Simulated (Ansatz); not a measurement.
**Kick test of a cell of Sn2Bi2Te**

The structure comes from a generated guess, relaxed at this level; another structure or a mixture of phases may lie lower.

Computed with Ansatz 0.2.0, DFT PBE, scalar-relativistic, plane waves, PAW. Settings: cutoff 420 eV, Γ-centred mesh 12×12×4 on the computed 5-atom cell, Gaussian smearing of 0.10 eV; no spin polarisation.

The cell below (5 atoms, space group P-3m1 (No. 164)) is relaxed within its symmetry.

```cif
data_structure
_symmetry_space_group_name_H-M 'P 1'
_symmetry_Int_Tables_number 1
_cell_length_a 4.3617
_cell_length_b 4.3617
_cell_length_c 10.0146
_cell_angle_alpha 90.000
_cell_angle_beta 90.000
_cell_angle_gamma 120.000
_cell_volume 165.00
loop_
_atom_site_label
_atom_site_type_symbol
_atom_site_fract_x
_atom_site_fract_y
_atom_site_fract_z
_atom_site_occupancy
Sn1 Sn 0.33333 0.66667 0.19562 1
Sn2 Sn 0.66667 0.33333 0.80438 1
Bi1 Bi 0.33333 0.66667 0.60337 1
Bi2 Bi 0.66667 0.33333 0.39663 1
Te1 Te 0.00000 0.00000 0.00000 1
```

For the test a repeat of it with 10 atoms (edges 4.36, 4.36, 20.03 Å) was strained at random (σ = 1.5 % a component), the atoms were moved at random (σ = 0.10 Å), and all was relaxed again on a coarse 6×6×1 mesh (in the run’s order of axes) with 0.20 eV smearing, with no symmetry imposed.

Spin–orbit coupling, which can matter for Bi and Te, is left out.

Problem. Does it come back?

Solution. It returns, within 1 meV/atom of the unmoved cell on that mesh and with the same symmetry when read at 0.1 Å. No instability shows in this cell; modes of other wave vectors, which need another repeat, aren't tested.
